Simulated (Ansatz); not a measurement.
SnO2:
```
SnO2
1.0
    5.10069     0.00000     0.00000
    0.00000     5.10069     0.00000
    0.00000     0.00000     5.10069
Sn O
4 8
Cartesian
  0.00000   2.55034   2.55034
  2.55034   2.55034   0.00000
  2.55034   0.00000   2.55034
  0.00000   0.00000   0.00000
  1.73282   0.81753   4.28316
  3.36787   4.28316   0.81753
  0.81753   4.28316   1.73282
  4.28316   0.81753   3.36787
  4.28316   1.73282   0.81753
  0.81753   3.36787   4.28316
  3.36787   3.36787   3.36787
  1.73282   1.73282   1.73282
```

Plane-wave PAW r²SCAN (Ansatz code) gives a gap of 1.59 eV without spin–orbit coupling, maximum off the standard path, at k = (0.000, 0.135, 0.385), minimum at Γ.

Problem. What happens when spin–orbit coupling is switched on?

Solution. The gap increases by 0.01 eV, to 1.60 eV; maximum off the standard path, at k = (0.000, 0.135, 0.385), minimum at Γ.

Problem. Give the electron effective mass with spin–orbit coupling.

Solution. 0.17 mₑ (isotropic).

Problem. Give the hole effective mass with spin–orbit coupling.

Solution. 1.5, 1.6, 7.6 mₑ (principal values).

Space group Pa-3. The workflow started from a Materials Project entry (that database holds measured and hypothetical structures alike); the Crystallography Open Database copy checked does not list it. It is not the phase usual at ambient conditions (space group No. 136). The r²SCAN relaxation kept the symmetry of its start; whether a distortion lowers the energy is not shown.

Potentials: the later of the program's two PAW sets.
